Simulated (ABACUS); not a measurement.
Energy against volume for SnGeSe2 (Pmc2_1, 8 atoms in the cell; from Materials Project mp-1218835): the cell is scaled uniformly, and the atoms keep their fractional positions.

```
SnGeSe2
1.0
    3.95963     0.00000     0.00000
    0.00000     4.67704     0.00000
    0.00000     0.00000    11.37082
Sn Ge Se
2 2 4
Cartesian
  1.97982   1.71203   4.35900
  1.97982   2.96501  10.04441
  0.00000   0.57495   7.13473
  0.00000   4.10209   1.44932
  0.00000   1.10345   9.61494
  0.00000   3.57359   3.92953
  1.97982   1.09270   1.63296
  1.97982   3.58434   7.31837
```

Computed with PBEsol, numerical atomic orbitals DZP (confined pseudo-atomic orbitals with Gaussian additions; energy shift 0.01 Ry), PseudoDojo 0.4 standard norm-conserving PBEsol (tails mended) pseudopotentials (ABACUS).

Held fixed: basis = DZP numerical atomic orbitals, energy shift 0.01 Ry; KPT = Gamma 4 4 2 0 0 0; basis_type = lcao; ecutwfc = 100 Ry; smearing_method = fd; smearing_sigma = 0.000734986 Ry; potentials = PseudoDojo 0.4 standard norm-conserving PBEsol (tails mended); symmetry = 1; symmetry_prec = 1e-05; ks_solver = scalapack_gvx; scf_nmax = 100; scf_thr = 1.0e-06; mixing_type = broyden; mixing_beta = 0.4.

The atom-centred basis is finite, which shifts total energies, pressures, gaps and forces against plane waves. The structure comes from a collection of computed structures, made at another level of theory; the collection holds predicted forms beside known ones.

```json
[
 {"V (Å³/atom)": "24.743", "V/V(base)": "0.940", "ΔF (meV/atom, from the lowest row)": "4.8", "pressure (GPa)": "2.10"},
 {"V (Å³/atom)": "25.270", "V/V(base)": "0.960", "ΔF (meV/atom, from the lowest row)": "0.2", "pressure (GPa)": "0.70"},
 {"V (Å³/atom)": "25.796", "V/V(base)": "0.980", "ΔF (meV/atom, from the lowest row)": "0.0", "pressure (GPa)": "-0.56"},
 {"V (Å³/atom)": "26.059", "V/V(base)": "0.990", "ΔF (meV/atom, from the lowest row)": "1.4", "pressure (GPa)": "-1.14"},
 {"V (Å³/atom)": "26.323", "V/V(base)": "1.000", "ΔF (meV/atom, from the lowest row)": "3.7", "pressure (GPa)": "-1.70"},
 {"V (Å³/atom)": "26.586", "V/V(base)": "1.010", "ΔF (meV/atom, from the lowest row)": "6.9", "pressure (GPa)": "-2.22"},
 {"V (Å³/atom)": "26.849", "V/V(base)": "1.020", "ΔF (meV/atom, from the lowest row)": "11.0", "pressure (GPa)": "-2.72"},
 {"V (Å³/atom)": "27.375", "V/V(base)": "1.040", "ΔF (meV/atom, from the lowest row)": "21.5", "pressure (GPa)": "-3.64"},
 {"V (Å³/atom)": "27.902", "V/V(base)": "1.060", "ΔF (meV/atom, from the lowest row)": "34.9", "pressure (GPa)": "-4.48"}
]
```

**Question.** Estimate the equilibrium volume and the bulk modulus from these points.

**Answer.** A third-order Birch-Murnaghan fit gives V0 = 25.56 Å³/atom and B0 = 61 GPa (largest residual 0.01 meV/atom). V0 and B0 belong to these fixed fractional positions and this cell shape; relaxing them, where they are free, usually lowers B0.

The atomic orbitals were generated for these runs; they are not ABACUS's published sets and were checked against plane waves on a few crystals only.

“Tails mended”: in these copies of the files the far tail of each local potential was reset to the Coulomb form.
